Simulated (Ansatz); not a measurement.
Bi₂HSe₃:
```yaml
crystal:
  lattice:
    - [2.03037, 1.17224, 10.40105]
    - [-2.03037, 1.17224, 10.40105]
    - [0.00000, -2.34447, 10.40105]
  atoms:
    - { symbol: Se, position: [0.00100, 0.00100, 0.00100] }
    - { symbol: Bi, position: [0.60484, 0.60484, 0.60484] }
    - { symbol: Bi, position: [0.39869, 0.39869, 0.39869] }
    - { symbol: Se, position: [0.21274, 0.21274, 0.21274] }
    - { symbol: Se, position: [0.78518, 0.78518, 0.78518] }
    - { symbol: H, position: [0.16322, 0.16322, 0.16322] }
```

Relaxed with PBE+D3(BJ). Special points in fractions of this cell's reciprocal vectors: Γ (0.000, 0.000, 0.000); T (0.500, 0.500, 0.500); H2 (0.825, 0.175, 0.500); H0 (0.500, -0.175, 0.175); L (0.500, 0.000, 0.000); S0 (0.338, -0.338, 0.000); S2 (0.662, 0.000, 0.338); F (0.500, 0.000, 0.500).

Task: List the band energies nearest the Fermi level at these points for PBE+D3(BJ) in the plane-wave PAW code Ansatz.

Result: In eV from the Fermi level; about four levels below and three above (degenerate sets whole), none deeper than 8.9 eV; points with the same levels are listed once.

| k | below | above |
|---|---|---|
| Γ | -1.68 -1.68 -1.16 -0.19 | 0.97 0.97 1.70 |
| T | -1.95 -1.95 -1.83 -1.83 -1.71 | 0.24 1.14 1.14 |
| H2 | -2.86 -2.41 -1.90 -0.14 | 0.61 1.50 2.56 |
| L | -3.21 -1.93 -1.78 -0.46 | 1.01 1.32 1.95 |
| S0 | -2.75 -2.56 -1.89 -0.12 | 0.69 1.42 2.69 |
| F | -2.79 -2.25 -2.24 -0.54 | 1.01 1.44 1.76 |

Space group R3m. The start of the workflow was typed in or built on a structure type; neither database checked (COD, Materials Project) lists it. Whether it is the stable phase at ambient conditions was not checked. The PBE+D3(BJ) relaxation kept the symmetry of its start; its stability against distortions is not shown here. With an odd number of electrons in the cell and no spin polarisation, the count alone makes it a metal. Spin–orbit coupling is left out wherever it is not named.

Potentials: the later of the program's two PAW sets.
